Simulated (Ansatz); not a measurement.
Relaxing a structure of Al₂O₃

The start is a generated cell, Al2O3 placed in the AFLOW prototype A3B2_hP5_164_ad_d (D5_13, as in Al3Ni2). The structure is fully relaxed (lattice and positions, P = 0) with r2SCAN (plane waves to 500 eV, PAW, scalar-relativistic; Ansatz, a quantum-chemistry and plane-wave program). The first steps use a coarse 8×8×6 k-mesh.

Input geometry:
```
CELL_PARAMETERS angstrom
      3.43857     0.00000     0.00000
     -1.71929     2.97789     0.00000
      0.00000     0.00000     4.17474
ATOMIC_POSITIONS crystal
  O  0.00000 0.00000 0.00000
  O  0.33333 0.66667 0.64800
  O  0.66667 0.33333 0.35200
  Al 0.33333 0.66667 0.14900
  Al 0.66667 0.33333 0.85100
```

```json
{
  "initial_pressure": "+2.6 GPa (positive: the cell is compressed)",
  "largest_initial_force": "7.20 eV/Å, on Al4, Al5 (atoms numbered as listed)",
  "outcome": "The space group stays P-3m1 (No. 164) (the run could not lower it), with 5 atoms in the primitive cell",
  "energy_released": "1.44 eV/atom",
  "volume_change": "+13.6 %, from 8.55 to 9.71 Å³/atom",
  "Shortest distances (start → end)": "The closest pairs of elements (up to four, under 3.6 Å), start → end: Al–O 2.08 → 1.78 Å; O–O 2.34 → 2.62 Å; Al–Al 2.34 → 2.86 Å",
  "band_gap_at_the_end": "5.64 eV, indirect (valence top at 79 % of the way from K to Γ, conduction bottom at Γ) (no spin-orbit coupling)",
  "optimiser_moves": "25"
}
```

Relaxed structure:

```cif
data_Al2O3
_chemical_formula_sum 'O3 Al2'
_space_group_name_H-M_alt 'P-3m1'
_space_group_IT_number 164
_space_group_name_Hall '-P 3 2"'
_cell_length_a 2.86403
_cell_length_b 2.86403
_cell_length_c 6.83775
_cell_angle_alpha 90.000
_cell_angle_beta 90.000
_cell_angle_gamma 120.000
loop_
_atom_site_label
_atom_site_type_symbol
_atom_site_symmetry_multiplicity
_atom_site_Wyckoff_symbol
_atom_site_fract_x
_atom_site_fract_y
_atom_site_fract_z
_atom_site_occupancy
O1 O 1 a 0.00000 0.00000 0.00000 1
O2 O 2 d 0.66667 0.33333 0.29657 1
Al1 Al 2 d 0.33333 0.66667 0.19910 1
```

Final values are on a 13×13×5 k-mesh of the relaxed cell. No spin polarisation in the result.

The run could not lose the symmetry of its start.

The first start was generated by placing the elements on the sites of a structure type. Materials Project lists a structure of Al2O3 in the same space group, P-3m1 (No. 164); the sites were not compared with it, nor with measured phases. Known forms of Al2O3 include space group No. 167.
